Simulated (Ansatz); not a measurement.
ScSi:
```
ScSi
1.0
    1.99811    -4.94875     0.00000
    1.99811     4.94875     0.00000
    0.00000     0.00000     3.66183
Sc Si
2 2
Direct
  0.13914   0.86086   0.75000
  0.86086   0.13914   0.25000
  0.41922   0.58078   0.75000
  0.58078   0.41922   0.25000
```

Relaxed with r²SCAN.

Map the electron localisation function on the plane through (0.139, 0.861, 0.750) spanned by u = [0, 0, 1] and v = [1, -1, 0] in lattice vectors, from plane-wave PAW r²SCAN (Ansatz code).

x is the fraction of u, y of v (the angle between them is 90°; rows are the nearest grid lines); atoms in the plane: Sc at (0.00, 0.00), Sc at (0.50, 0.72), Si at (0.00, 0.28), Si at (0.50, 0.44).
```
y \ x   0.000  0.111  0.167  0.278  0.389  0.444  0.556  0.611  0.722  0.833  0.889   1.00
------  -----  -----  -----  -----  -----  -----  -----  -----  -----  -----  -----  -----
1.00    0.022  0.526  0.682  0.143  0.113  0.229  0.229  0.113  0.139  0.682  0.524  0.022
0.925   0.652  0.487  0.247  0.071  0.296  0.394  0.394  0.296  0.071  0.248  0.487  0.652
0.850   0.213  0.205  0.190  0.131  0.089  0.083  0.083  0.089  0.131  0.190  0.205  0.213
0.775   0.397  0.233  0.098  0.219  0.687  0.694  0.694  0.687  0.218  0.098  0.233  0.397
0.700   0.254  0.105  0.052  0.479  0.611  0.310  0.309  0.610  0.478  0.051  0.105  0.254
0.625   0.384  0.303  0.205  0.077  0.138  0.209  0.209  0.138  0.077  0.205  0.304  0.384
0.550   0.427  0.505  0.589  0.741  0.802  0.806  0.806  0.802  0.741  0.589  0.505  0.427
0.450   0.294  0.457  0.588  0.614  0.336  0.454  0.455  0.336  0.614  0.588  0.457  0.294
0.375   0.509  0.669  0.749  0.791  0.595  0.414  0.414  0.595  0.791  0.749  0.669  0.509
0.300   0.380  0.316  0.493  0.700  0.527  0.424  0.424  0.527  0.700  0.492  0.316  0.380
0.225   0.550  0.654  0.729  0.714  0.469  0.350  0.350  0.469  0.714  0.729  0.654  0.550
0.150   0.618  0.631  0.633  0.576  0.485  0.460  0.460  0.485  0.576  0.633  0.631  0.618
0.0750  0.628  0.483  0.261  0.060  0.205  0.295  0.295  0.205  0.060  0.261  0.483  0.628
0.000   0.022  0.526  0.682  0.143  0.113  0.229  0.229  0.113  0.139  0.682  0.524  0.022
```

The density is the valence pseudo-density with augmentation charge, so density and ELF within about 1 Å of a nucleus are not all-electron values.

Space group Cmcm. The first step of the workflow began from a Materials Project structure, measured or hypothetical; the Crystallography Open Database copy checked does not list it. Whether it is the stable phase at ambient conditions was not checked. The r²SCAN relaxation kept the symmetry of its start; its stability against distortions is not shown here. No spin polarisation was allowed.

Potentials: the earlier of the program's two PAW sets.
